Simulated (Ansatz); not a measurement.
LaIn$_{4}$Ni:
```yaml
crystal:
  lattice:
    - [2.24811, -8.46260, 0.00000]
    - [2.24811, 8.46260, 0.00000]
    - [0.00000, 0.00000, 7.24839]
  atoms:
    - { symbol: La, position: [0.88256, 0.11744, 0.75000] }
    - { symbol: La, position: [0.11744, 0.88256, 0.25000] }
    - { symbol: In, position: [0.50000, 0.50000, 0.00000] }
    - { symbol: In, position: [0.50000, 0.50000, 0.50000] }
    - { symbol: In, position: [0.07671, 0.92329, 0.75000] }
    - { symbol: In, position: [0.92329, 0.07671, 0.25000] }
    - { symbol: In, position: [0.68980, 0.31020, 0.95037] }
    - { symbol: In, position: [0.31020, 0.68980, 0.04963] }
    - { symbol: In, position: [0.31020, 0.68980, 0.45037] }
    - { symbol: In, position: [0.68980, 0.31020, 0.54963] }
    - { symbol: Ni, position: [0.22658, 0.77342, 0.75000] }
    - { symbol: Ni, position: [0.77342, 0.22658, 0.25000] }
```

Relaxed with r²SCAN. Special points in fractions of this cell's reciprocal vectors: Γ (0.000, 0.000, 0.000); Y (-0.500, 0.500, 0.000); C0 (-0.268, 0.732, 0.000); Σ0 (0.268, 0.268, 0.000); Z (0.000, 0.000, 0.500); A0 (0.268, 0.268, 0.500); E0 (-0.268, 0.732, 0.500); T (-0.500, 0.500, 0.500); S (0.000, 0.500, 0.000); R (0.000, 0.500, 0.500).

Q: List the band energies nearest the Fermi level at these points for DFT-r²SCAN in the program Ansatz with PAW potentials.

A: In eV from the Fermi level; about four levels below and three above (degenerate sets whole), none deeper than 8.9 eV; points with the same levels are listed once.

```tsv
k	below	above
Γ	-1.54 -1.33 -1.01 -0.94	0.35 0.45 0.75
Y	-0.81 -0.79 -0.49 -0.41	0.38 0.83 1.34
C0	-1.36 -1.24 -1.11 -0.42	0.29 0.75 1.11
Z	-0.77 -0.77 -0.21 -0.21	0.12 0.12 0.85 0.85
A0	-1.25 -1.25 -0.52 -0.52	1.07 1.07 1.19 1.19
T	-0.81 -0.81 -0.80 -0.80	0.34 0.34 0.66 0.66
S	-1.30 -1.14 -1.11 -1.00	0.28 1.19 1.28
R	-1.32 -1.32 -0.02 -0.02	0.44 0.44 1.29 1.29
```

Space group Cmcm. The first step of the workflow began from a Materials Project structure, measured or hypothetical; the Crystallography Open Database files this formula in space group No. 63, but the cells were not matched. Its standing as an ambient phase is unchecked. The cell was relaxed with r²SCAN under the symmetry of its start; whether a distortion lowers the energy is not shown. No spin polarisation was allowed. Spin–orbit coupling is left out wherever it is not named.

Potentials: the later of the program's two PAW sets.
